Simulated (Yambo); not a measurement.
Rb₂PtF₆ (space group P-3m1, No. 164), G0W0@PBEsol in Yambo with this input:

```
rim_cut
gw0
dyson
el_el_corr
HF_and_locXC
ppa
em1d
RandQpts= 1000000
RandGvec= 1 Ry
EXXRLvcs= 84 Ry
VXCRLvcs= 336 Ry
Chimod= "HARTREE"
% BndsRnXp
 5 | 222 |
%
NGsBlkXp= 7 Ry
% LongDrXp
 1.0 | 1.0 | 1.0 |
%
PPAPntXp= 27.2114 eV
% GbndRnge
 1 | 222 |
%
GTermKind= "BG"
DysSolver= "n"
ExtendOut
```

On a 3×3×2 mesh, with wavefunctions cut at 84 Ry, the gap (H → (0, 0.333, -0.5)) is 6.467 eV and the valence edge shifts by -1.673 eV.

**Question.** What happens with this change: 3 Ry block?

**Answer.** The gap rises by 0.247 eV, to 6.714 eV; the shift of the valence edge becomes -1.932 eV. Neither run is shown to be the converged limit. The mesh misses a band edge: along a dense path the PBEsol gap is 2.53 eV against 2.61 eV on the mesh.

Spin-orbit coupling is not included.

Geometry of the Materials Project entry, not relaxed at this level; primitive cell a = 5.9250 Å, b = 5.9250 Å, c = 4.7658 Å, α = 90.00°, β = 90.00°, γ = 120.00°.

The structure is a Materials Project entry; no match was found in the copy of COD used, and its stability was not checked.

A shift is the quasiparticle energy of the state minus its PBEsol energy.
